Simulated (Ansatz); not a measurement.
KZnF3:
```cif
data_F3KZn
_chemical_formula_sum 'K1 Zn1 F3'
_space_group_name_H-M_alt 'Pm-3m'
_space_group_IT_number 221
_space_group_name_Hall '-P 4 2 3'
_cell_length_a 4.12756
_cell_length_b 4.12756
_cell_length_c 4.12756
_cell_angle_alpha 90.000
_cell_angle_beta 90.000
_cell_angle_gamma 90.000
loop_
_atom_site_label
_atom_site_type_symbol
_atom_site_symmetry_multiplicity
_atom_site_Wyckoff_symbol
_atom_site_fract_x
_atom_site_fract_y
_atom_site_fract_z
_atom_site_occupancy
K1 K 1 a 0.00000 0.00000 0.00000 1
Zn1 Zn 1 b 0.50000 0.50000 0.50000 1
F1 F 3 c 0.00000 0.50000 0.50000 1
```

Relaxed with PBE. Independent-particle spectrum: no excitons, no local fields, no scissors shift; 0.1 eV broadening; ε₁ of the summed bands alone.

### Question
Tabulate the dielectric function from the program Ansatz at the PBE level (PAW).

### Answer


```tsv
E (eV)	ε₁ xx	ε₂ xx
0.0	2.27	0.00
0.5	2.27	0.00
1.0	2.28	0.00
1.5	2.29	0.00
2.0	2.32	0.00
2.5	2.35	0.00
3.0	2.39	0.00
3.5	2.45	0.00
4.0	2.53	0.00
4.5	2.66	0.00
5.0	2.90	0.00
5.5	3.20	0.49
6.0	3.08	0.82
6.5	2.94	1.09
7.0	2.75	1.34
7.5	2.33	1.85
8.0	1.98	1.14
8.5	1.76	1.05
9.0	2.11	0.76
9.5	2.27	1.06
10.0	2.37	1.04
10.5	2.31	1.44
11.0	1.59	1.58
11.5	1.37	1.18
12.0	2.09	0.74
```

### Question
From ε at 5.5 eV (xx: 3.20 + 0.49i), find n, k, the normal reflectivity and the absorption coefficient.

### Answer
n = 1.79, k = 0.137, R = 8 %, α = 2kE/ħc = 76000 cm⁻¹.

With all bands, ε∞ without local fields is 2.45. DFPT, with local fields, gives 2.38.

Symmetry was held in the PBE relaxation; phonons on a q-mesh show no instability.

Potentials: the later of the program's two PAW sets.
